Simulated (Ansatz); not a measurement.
**Formation energy of LuAu2 (C15 type)**

```xyz
6
Lattice="0.0000 3.8612 3.8612 3.8612 0.0000 3.8612 3.8612 3.8612 0.0000" Properties=species:S:1:pos:R:3 pbc="T T T"
Lu    0.9653    0.9653    0.9653
Lu   -0.9653   -0.9653   -0.9653
Au    3.8612    3.8612    3.8612
Au    1.9306    1.9306    3.8612
Au    1.9306    3.8612    1.9306
Au    3.8612    1.9306    1.9306
```

The cell comes from a relaxation on PAW files under the same functional, begun from a prototype that needn't be the stable phase.

Level of theory: DFT with LDA, scalar-relativistic, in Ansatz 0.2.0; a Γ-centred 7×7×7 k mesh, Fermi–Dirac smearing of 0.05 eV, no spin polarisation. LAPW: all electrons, basis error target 1 meV/atom; PAW: frozen-core files, cutoff 420 eV.

The elements are taken as Au fcc, Lu hcp, each relaxed on PAW files under the same functional and computed by the same method as the compound; zero-point and thermal terms are left out.

Spin–orbit coupling is left out, which matters for the heavy atoms. The PAW files were made under PBE.

Task: What is the formation energy by LAPW, and how far do the other methods lie from it?

Result: -0.534 eV/atom; PAW +0.4 meV/atom. The compound is bound against these elements; other compounds of the system weren't compared.

Task: Give the LAPW value for one formula unit in kJ/mol.

Result: -0.534 eV/atom × 3 atoms × 96.485 kJ/(mol·eV) = -154.6 kJ/mol, at zero temperature and without zero-point motion.

Task: What Bader charges does the PAW density give?

Result: Lu1 +1.52 e, Au3 -0.76 e.
